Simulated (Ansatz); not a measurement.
A relaxation computed with Ansatz, from input to last step.

```yaml
crystal:
  lattice:
    - [-3.2785489479, 3.2785489479, 2.8534400793]
    - [3.2785489479, -3.2785489479, 2.8534400793]
    - [3.2785489479, 3.2785489479, -2.8534400793]
  atoms:
    - { symbol: Zr, position: [0.6667936102, 0.1667936102, 0.8335872203] }
    - { symbol: Zr, position: [0.1667936102, 0.3332063898, 0.5] }
    - { symbol: Zr, position: [0.3332063898, 0.8332063898, 0.1664127797] }
    - { symbol: Zr, position: [0.8332063898, 0.6667936102, 0.5] }
    - { symbol: Rh, position: [0.25, 0.25, 0.0] }
    - { symbol: Rh, position: [0.75, 0.75, 0.0] }
basis:
  ecutwfc: 500
kpoints:
  mp_grid: { grid: [8, 8, 8] }
hamiltonian:
  xc: r2scan
scf:
  occupations: { method: gaussian, width: 0.1 }
output:
  forces: true
  stress: true
  eigenvalues: true
relax:
  adjacent_minimum: "off"
  f_tol: 0.01
  max_steps: 30
  cell: { stress_tol: 0.1, fix: [volume] }
```

```bash
ansatz run input.yaml --threads 1 --pin off --max-ram 2560MiB --backend cpu --events-out ev --progress --plain --runs-dir out
```

All numbers below come from Ansatz 0.2.0, DFT r2SCAN, scalar-relativistic, plane waves, PAW.

The volume is held at 1.03 times that of the relaxed cell.

Of 4 frames 3 are shown, positions in Å and forces in eV/Å; the SCF threshold varies from step to step. Steps run on the plane waves of an earlier cell, with a Pulay correction in the pressure. The basis is chosen afresh for the last frame, the zero of the energies, and at times for earlier ones too; energy and pressure can step there, also at an unchanged geometry. Where two frames share a geometry here, they differ by under 2 meV/atom and 0.3 GPa.

```xyz
6
Lattice="-3.2785 3.2785 2.8534 3.2785 -3.2785 2.8534 3.2785 3.2785 -2.8534" Properties=species:S:1:pos:R:3:forces:R:3 pbc="T T T" step=1 free_energy_over_end_meV_per_atom=1.52 pressure_GPa=-3.97
Zr    1.0937    4.3722    0.0000    0.0915    0.0915    0.0000
Zr    2.1849    1.0937    0.0000   -0.0915    0.0915    0.0000
Zr    2.1849   -1.0937    2.8534   -0.0915   -0.0915    0.0000
Zr    1.0937    2.1849    2.8534    0.0915   -0.0915    0.0000
Rh    0.0000    0.0000    1.4267    0.0000    0.0000    0.0000
Rh    0.0000    0.0000    4.2802    0.0000    0.0000    0.0000
6
Lattice="-3.2735 3.2735 2.8623 3.2735 -3.2735 2.8623 3.2735 3.2735 -2.8623" Properties=species:S:1:pos:R:3:forces:R:3 pbc="T T T" step=2 free_energy_over_end_meV_per_atom=1.50 pressure_GPa=-2.71
Zr    1.1291    4.4025    0.0000   -0.1060   -0.1060    0.0000
Zr    2.1444    1.1291    0.0000    0.1060   -0.1060    0.0000
Zr    2.1444   -1.1291    2.8623    0.1060    0.1060    0.0000
Zr    1.1291    2.1444    2.8623   -0.1060    0.1060    0.0000
Rh    0.0000    0.0000    1.4311    0.0000    0.0000    0.0000
Rh    0.0000    0.0000    4.2934    0.0000    0.0000    0.0000
6
Lattice="-3.2657 3.2657 2.8759 3.2657 -3.2657 2.8759 3.2657 3.2657 -2.8759" Properties=species:S:1:pos:R:3:forces:R:3 pbc="T T T" step=4 free_energy_over_end_meV_per_atom=0.00 pressure_GPa=-3.17
Zr    1.1119    4.3776    0.0000   -0.0006   -0.0006    0.0000
Zr    2.1538    1.1119    0.0000    0.0006   -0.0006    0.0000
Zr    2.1538   -1.1119    2.8759    0.0006    0.0006    0.0000
Zr    1.1119    2.1538    2.8759   -0.0006    0.0006    0.0000
Rh    0.0000    0.0000    1.4380    0.0000    0.0000    0.0000
Rh    0.0000    0.0000    4.3139    0.0000    0.0000    0.0000
```

It took 2.5 min on 1 thread of Arm Neoverse V2, on a shared host, peak memory 0.86 GiB.